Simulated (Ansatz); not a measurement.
**Coordination and ⁶Li quadrupole coupling in Li3BiO3**

Cell: a computed structure from the Materials Project (it need not be an observed phase).

Space group P2_13 (No. 198); a = 7.1650 Å.

| site | Wyckoff | site symmetry | x | y | z |
| --- | --- | --- | --- | --- | --- |
| Li1 | 4a | .3. | 0.9767 | 0.9767 | 0.9767 |
| Li2 | 4a | .3. | 0.2464 | 0.2536 | 0.7464 |
| Li3 | 4a | .3. | 0.2445 | 0.7445 | 0.7555 |
| Bi | 4a | .3. | 0.0343 | 0.9657 | 0.4657 |
| O | 12b | 1 | 0.9973 | 0.2522 | 0.3819 |

One atom of each set is listed.

Method: Kohn–Sham DFT in Ansatz, PBE, plane waves and PAW, scalar-relativistic, 420 eV cutoff, Γ-centred 3×3×3 k-points, Fermi–Dirac smearing 0.02 eV.

Q(⁶Li) = -0.8080 mb.

Question: Order the Li environments from the weakest to the strongest quadrupole coupling.
A. Li2: 3 O at 2.02 Å; also 3 O at 3.16 Å
B. Li3: 3 O at 2.06 Å; also 3 O at 3.12 Å
C. Li1: 3 O at 1.91 Å

Answer: B (0.005 MHz, η = 0.00), A (0.008 MHz, η = 0.00), C (0.009 MHz, η = 0.00).

An axis of threefold or higher order runs through Li3, Li2 and Li1, so V_zz lies along it and η is zero. Like point charges on the first shell alone (each adding as 1/d³) would give the same order, so the shape of the shell goes a long way to explain it.

The largest force is 0.3 eV/Å, so the atoms aren't at the calculated equilibrium and relaxing them would move these values. With these PAW files V_zz is typically within 2 to 3 % of all-electron values, but misses above 10 % occur on Li.
